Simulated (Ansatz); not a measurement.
# Is this Zr₂TiC₃ structure a true minimum?

The structure comes from a generated guess, relaxed at this level; another structure or a mixture of phases may lie lower.

Method: DFT PBE, scalar-relativistic, plane waves, PAW in Ansatz 0.2.0. Plane waves to 420 eV, a k mesh through Γ of 12×12×6 on the computed 6-atom cell and Gaussian smearing (0.10 eV); no spin polarisation.

The cell below (6 atoms, space group P-3m1 (No. 164)) is relaxed within its symmetry.

```
CELL_PARAMETERS angstrom
3.25345 0.00000 0.00000
-1.62673 2.81757 0.00000
0.00000 0.00000 7.92590
ATOMIC_POSITIONS crystal
Zr 0.66667 0.33333 0.17360
Zr 0.33333 0.66667 0.82640
Ti 0.00000 0.00000 0.50000
C 0.66667 0.33333 0.65314
C 0.00000 0.00000 0.00000
C 0.33333 0.66667 0.34686
```

For the test a repeat of it with 12 atoms (edges 3.25, 3.25, 15.85 Å) was strained at random (σ = 1.5 % a component), the atoms were moved at random (σ = 0.05 Å), and all was relaxed again on a coarse 6×6×2 mesh (in the run’s order of axes) with 0.20 eV smearing, with no symmetry imposed.

Problem. What happens?

Solution. It returns, within 1 meV/atom of the unmoved cell on that mesh and with the same symmetry when read at 0.1 Å. No instability shows in this cell; modes of other wave vectors, which need another repeat, aren't tested.
